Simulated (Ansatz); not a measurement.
PbSe (rock salt), relaxed and computed with several functionals in Ansatz (plane waves, PAW).

```csv
functional,a (Å),gap (eV),B₀ by P(V) fit (GPa)
r²SCAN,…,…,…
HSE06,6.170,0.78,50.8
PBE,6.217,0.43,46.7
```

Task: Complete the blanks.

Result: 
- r²SCAN, a (Å): 6.178
- r²SCAN, gap (eV): 0.66
- r²SCAN, B₀ by P(V) fit (GPa): 51.4

All cells were relaxed under the symmetry of their starts (and spin orders); stability against distortions was not tested throughout. Scalar-relativistic: spin–orbit coupling is off unless named, which matters more the heavier the elements.

Potentials: the later of the program's two PAW sets.

Ansatz (a program for electronic structure) is a plane-wave DFT program.
